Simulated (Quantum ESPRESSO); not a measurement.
Si6AsGa, a curve over one atom's position

A calculation, not a measurement. The program is pw.x of Quantum ESPRESSO 7.5 (plane-wave density functional theory). The cell is made up: 8 atoms on a zincblende/diamond lattice, with randomly drawn elements, strain and displacements, not relaxed. PseudoDojo standard norm-conserving files (v0.5 for PBE, v0.4.1 for LDA and PBEsol) set the functional; there is no spin polarisation, spin-orbit coupling or dispersion term, and the masses in the input are unused placeholders.

Seven runs move atom 7 (Si, counted in the order of the input) along y and keep all else fixed.

Input of the run at +0.0026:

```
&control calculation='scf', pseudo_dir='./dojo.nc.sr.pbe.v0_5.standard.upf', outdir='./o', disk_io='medium', tprnfor=.true., tstress=.true. /
&system ibrav=0, nat=8, ntyp=3, nbnd=36, ecutwfc=84.00895049, nosym=.true., tot_charge=0,
 occupations='smearing', smearing='fd', degauss=0.0073498644
/
&electrons conv_thr=7.350e-09, electron_maxstep=60, /
ATOMIC_SPECIES
As 1.0 As.upf
Ga 1.0 Ga.upf
Si 1.0 Si.upf
CELL_PARAMETERS angstrom
5.6144 0.0 0.0
0.0 5.6144 0.0
0.0 0.0 5.6144
ATOMIC_POSITIONS angstrom
Si -0.0427 0.1409 -0.0725
As 0.0584 2.8701 2.8403
Si 2.8133 0.0408 2.6963
Ga 2.6963 2.7425 -0.1309
Si 1.4532 1.4543 1.4328
Si 1.4754 4.2611 4.1564
Si 4.1734 1.2735 4.2078
Si 4.2227 4.2629 1.538
K_POINTS automatic
6 6 6 1 1 1
```

| shift of atom 7 along y (Å) | free energy less that of the input shown (eV) | Fx on atom 7 (eV/Å) | Fy on atom 7 (eV/Å) | Fz on atom 7 (eV/Å) | pressure (GPa) | iterations |
| --- | --- | --- | --- | --- | --- | --- |
| -0.1284 | 0.2688 | -1.226 | 2.645 | -0.483 | -1.09 | 10 |
| -0.1054 | 0.2103 | -1.150 | 2.446 | -0.469 | -1.18 | 10 |
| -0.0495 | 0.0877 | -0.964 | 1.934 | -0.443 | -1.39 | 10 |
| +0.0026 | 0.0000 | -0.788 | 1.427 | -0.426 | -1.55 | 10 |
| +0.0467 | -0.0531 | -0.638 | 0.978 | -0.419 | -1.65 | 10 |
| +0.0587 | -0.0641 | -0.597 | 0.853 | -0.417 | -1.67 | 10 |
| +0.1006 | -0.0906 | -0.454 | 0.412 | -0.416 | -1.73 | 10 |

A cubic fit gives dFy/dy = -9.97 eV/Å² at zero shift. Across the table the free energy follows the integral of the force to within 0.1 meV. A rerun of one of the cells at 1437 eV and a 8 x 8 x 8 mesh moved values by no more than 0.002 eV in energy, 0.03 GPa in stress and 0.009 eV/Å in force.